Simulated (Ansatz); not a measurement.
input.yaml (Ansatz)

```yaml
crystal:
  lattice:
    - [2.4810038578, 0.0, 0.0]
    - [0.0, 2.4810038578, 0.0]
    - [0.0, 0.0, 2.4810038578]
  atoms:
    - { symbol: Rh, position: [0.0, 0.0, 0.0] }
hamiltonian:
  xc: lda
  pseudopotentials:
    kind: paw_fr
    azcp:
      Rh: "pseudopotentials/Rh.paw.azcp"
basis:
  ecutwfc: 420
  fft_grid_basis: typed
kpoints:
  mp_grid: { grid: [13, 13, 13], shift: [0, 0, 0] }
magnetization:
  noncollinear: true
  spin_orbit: true
scf:
  occupations: { method: fermi_dirac, width: 0.1 }
```

Terminal output

```
Warning: the record states the generating functional pbe (its physics header spells it `PBE`), which answers neither for hamiltonian.xc's functional nor for the lda family's — results may be inconsistent (PPs are generated against a specific XC)
Engine: ansatz 0.2.0, x86_64-unknown-linux-gnu
Pseudopotentials: kind: paw_fr
Pseudopotential: Rh, paw_fr, valence charge 17, recommended cutoff 420 eV (normal) 
Functional definition: SPW92
  exchange = slater_x
  correlation = pw_c
non-collinear run that drives no moment, with spin-orbit: no starting moment large enough to seed its density (crystal.atoms[].spin), no starting occupations that ask for one, no magnetisation constraint and no magnetic field, so the semilocal B_xc is pinned to zero
Crystal: 1 atoms, lattice volume = 15.272 Å³
Basis set: ecut = 420 eV, 305 PW (Γ)
Bands: 26, of which v1, the nominal top of the filled ones, is band 17 counted from 1 (16 counted from 0)
Symmetry: 48 space group operations + 48 with time reversal
Magnetic group: BNS 221.93 (UNI 1595), of the structure as read, at distance tolerance 2.5e-5 Å
k-points: 84 of 2197
Projection manifold: j_resolved (fully-relativistic pseudo-atomic orbitals)
Non-local potential: Rh, projectors of the file, l = 0: 3, l = 1: 4, l = 2: 4, l = 3: 2
PAW form: soft (Blöchl's): semilocal exchange-correlation on the pseudo side does not see the compensation charge
PAW frozen core: Rh, regenerated for the run's functional, and the local potential with it (the file was generated under x = pbe(κ = 0.804, μ = 0.2195149727645171), c = pbe(β = 0.06672455060314922))
PAW one-centre angular grid: Rh, 590 points (default); XC on 64 Gauss nodes
Initial density: superposition of atomic densities (chi_scale 0.1, normalization cell)
Initial wavefunctions: pseudopotential atomic-orbital guess
Functional: x = slater, c = lda
SCF iter   1: F=—  HF=-6279.905290 eV  |F-HF|=—  |Δ(HF+E_count)|=         —  Δρ=9.17e-2  dr2=1.26e0  dr2_m=0.00e0 (ungated)  ethr=3.10e-3  |M|=0.00e0 ∫|m|=0.00e0 μB  |m|>n=0.0e0 m-floor=0.0e0 τ_xc=0.0e0  β_m=0.30  ⟨swp⟩=6.9  Hψ=5537  notcnv=0  defer=52
SCF iter   2: F=—  HF=-6279.663294 eV  |F-HF|=—  |Δ(HF+E_count)|=   2.42e-1  Δρ=5.49e-2  dr2=4.47e-1  dr2_m=0.00e0 (ungated)  ethr=3.10e-3  |M|=0.00e0 ∫|m|=0.00e0 μB  |m|>n=0.0e0 m-floor=0.0e0 τ_xc=0.0e0  β_m=0.50  ⟨swp⟩=2.0  Hψ=1650  notcnv=0  defer=204
SCF iter   3: F=—  HF=-6279.528576 eV  |F-HF|=—  |Δ(HF+E_count)|=   1.35e-1  Δρ=1.01e-2  dr2=4.74e-3  dr2_m=0.00e0 (ungated)  ethr=2.63e-3  |M|=0.00e0 ∫|m|=0.00e0 μB  |m|>n=0.0e0 m-floor=0.0e0 τ_xc=0.0e0  β_m=0.73  ⟨swp⟩=2.0  Hψ=1613  notcnv=0  defer=204
SCF iter   4: F=—  HF=-6279.531380 eV  |F-HF|=—  |Δ(HF+E_count)|=   2.80e-3  Δρ=8.73e-4  dr2=5.85e-5  dr2_m=0.00e0 (ungated)  ethr=2.79e-5  |M|=0.00e0 ∫|m|=0.00e0 μB  |m|>n=0.0e0 m-floor=0.0e0 τ_xc=0.0e0  β_m=0.87  ⟨swp⟩=2.1  Hψ=1779  notcnv=0  defer=206
SCF iter   5: F=—  HF=-6279.531385 eV  |F-HF|=—  |Δ(HF+E_count)|=   4.47e-6  Δρ=1.94e-4  dr2=3.08e-6  dr2_m=0.00e0 (ungated)  ethr=3.44e-7  |M|=0.00e0 ∫|m|=0.00e0 μB  |m|>n=0.0e0 m-floor=0.0e0 τ_xc=0.0e0  β_m=0.92  ⟨swp⟩=1.6  Hψ=1247  notcnv=0  defer=206
SCF iter   6: F=-6279.531384 eV  HF=-6279.531384 eV  |F-HF|=2.51e-8  |Δ(HF+E_count)|=   5.40e-7  Δρ=2.10e-5  dr2=4.13e-8  dr2_m=0.00e0 (ungated)  ethr=5.88e-10  |M|=0.00e0 ∫|m|=0.00e0 μB  |m|>n=0.0e0 m-floor=0.0e0 τ_xc=0.0e0  ⟨swp⟩=1.9  Hψ=3166  notcnv=0
SCF 1 converged in 6 iterations: F = -6279.531384 eV  dr2 = 4.13e-8
SCF converged after 6 iterations
Magnetization: |M| = 0.0000 μB,  M = (+0.0000, +0.0000, +0.0000) μB
Absolute magnetization: 0.0000 μB (∫|m|)
  site 0: m = (+0.0000, +0.0000, +0.0000) μB, |m| = 0.0000 μB  (R = 1.02 Å)
Free energy (F): -6279.531384 eV
Harris-Foulkes:  -6279.531384 eV  (|F-HF|=2.51e-8)
Internal energy: -6279.477463 eV  (E = F + TS)
E sigma→0 (E₀):  -6279.504424 eV
Entropy (-TS):   -0.053921 eV (-53.921 meV/atom)
Fermi energy:    19.334393 eV
--- Per-component energies (eV) ---
  E_band       = -132.686385
  E_kinetic    = 574.582466
  E_local      = -1785.630742  (includes V_loc(G=0)·N_el)
  E_nonlocal   = 362.271736
  E_hartree    = 634.544963
  E_xc         = -220.061966
  E_vxc        = -277.444851  (∫ρ·V_xc dr)
  E_paw        = -3466.247989  (= ΣΔE_a)
  E_vpaw       = -275.565411  (= ΣTr[D̂ρ^β])
  E_aug_tail   = 0.000784  (compensation charges beyond the density's cutoff)
  E_ewald      = -2379.562300
  E_core_change = 0.625583  (= ΣΔE_core)
  E_smearing   = -0.053921  (= −TS)
  E_closure    = 0.000000  (closes the sum)
  Σ components = -6279.531384   (vs F -6279.531384, Δ=0.00e0)
```
